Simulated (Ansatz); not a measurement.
SiO2: pressure against volume

SiO2, I-42d, a = 4.946 Å, c = 7.313 Å. This isn't the usual stable structure of the compound. Ansatz: r2SCAN, PAW, 500 eV, Γ-centred 8×8×8 mesh on 6 atoms, Gaussian smearing 0.02 eV; no spin polarisation. Shape and atoms are relaxed at each volume; pressure is positive in compression.

| V (Å³/atom) | P (GPa) |
| --- | --- |
| 14.016 | ? |
| 14.463 | 0.76 |
| 14.910 | 0.00 |
| 15.358 | -0.69 |
| 15.805 | -1.25 |

Take V0 = 14.910 Å³/atom, fit the third-order Birch–Murnaghan form to the other rows, and predict the missing pressure.

With the Eulerian strain f = ½[(V0/V)^(2/3) − 1] and y = P/[3f(1 + 2f)^(5/2)], the form is the line y = B0 + 1.5 B0 (B0′ − 4) f. Rows (f, y): 0.01025, 23.49; -0.00977, 24.73; -0.01906, 24.09. Means f = -0.006193, y = 24.103; Σ(Δf)² = 0.0004487, ΣΔfΔy = -0.01216; the slope is their ratio. y = 23.94 − 27.09 f GPa, so B0 = 23.9 GPa and B0′ = 4 + 2 × (-27.09)/(3 × 23.94) = 3.25. At V = 14.016, f = 0.02104, y = 23.370 and P = 1.64 GPa. The run gave 1.55 GPa, so the fit is 0.09 GPa too high, 3.2 % of the span of the series, against an rms of 0.01 GPa on the fitted rows. The row lies outside the fitted range. The records show no cause, and too few rows are left to test a further term.